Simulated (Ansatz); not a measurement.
Total density of states per atom from DFT-r²SCAN in the program Ansatz with PAW potentials, in 0.25 eV bins, energy from the Fermi level:

```
E (eV) | states/eV/atom
    -7.85 |  0.00
    -7.60 |  0.00
    -7.35 |  0.00
    -7.10 |  0.00
    -6.85 |  0.01
    -6.60 | ### 0.06
    -6.35 | ####### 0.17
    -6.10 | #################### 0.49
    -5.85 | ################## 0.45
    -5.60 | ###################### 0.54
    -5.35 | ################# 0.43
    -5.10 | ###################### 0.54
    -4.85 | ################# 0.41
    -4.60 | ######### 0.23
    -4.35 | ###### 0.15
    -4.10 | ####### 0.16
    -3.85 | ######### 0.23
    -3.60 | ################ 0.39
    -3.35 | #################### 0.50
    -3.10 | ################## 0.44
    -2.85 | ################### 0.46
    -2.60 | #################### 0.49
    -2.35 | #################### 0.49
    -2.10 | ######################## 0.60
    -1.85 | ########################## 0.64
    -1.60 | ######################### 0.63
    -1.35 | ######################### 0.63
    -1.10 | ########################## 0.64
    -0.85 | ########################### 0.68
    -0.60 | ########################## 0.66
    -0.35 | ##################### 0.51
    -0.10 | ################### 0.46
     0.15 | ####################### 0.57
     0.40 | ##################### 0.51
     0.65 | ############# 0.31
     0.90 | ######### 0.22
     1.15 | ######### 0.21
     1.40 | ########### 0.26
     1.65 | ############## 0.34
     1.90 | ################ 0.39
     2.15 | #################### 0.49
     2.40 | ########### 0.28
     2.65 | ########### 0.28
     2.90 | ################## 0.44
     3.15 | #################### 0.49
     3.40 | ######################### 0.62
     3.65 | ############################## 0.74
     3.90 | ######################### 0.63
     4.15 | ############################## 0.74
     4.40 | ############################## 0.74
     4.65 | ########################## 0.64
```

**Question.** Pick the material that matches.
A) Zr5Sb3S, P6_3/mcm (Zr on 4d, Zr on 6g, Sb on 6g, S on 2b)
B) InSb, NiAs type
C) Nb3In, A15 (Cr3Si type)
D) YIn3, Cu3Au type

**Answer.** B, InSb, NiAs type. Within 0.5 eV of the Fermi level: Sb 5p 66 %, In 5p 17 %, In 5s 12 %. Projections are on Löwdin-orthogonalised atomic valence shells; empty p or d shells of many metals are not among them.

Space group P6_3/mmc (NiAs type). The start of the workflow was typed in or built on a structure type; neither database checked (COD, Materials Project) lists it. It is not the phase usual at ambient conditions (space group No. 216). The r²SCAN relaxation kept the symmetry of its start; its stability against distortions is not shown here. Spin–orbit coupling is left out wherever it is not named.

Potentials: the earlier of the program's two PAW sets.
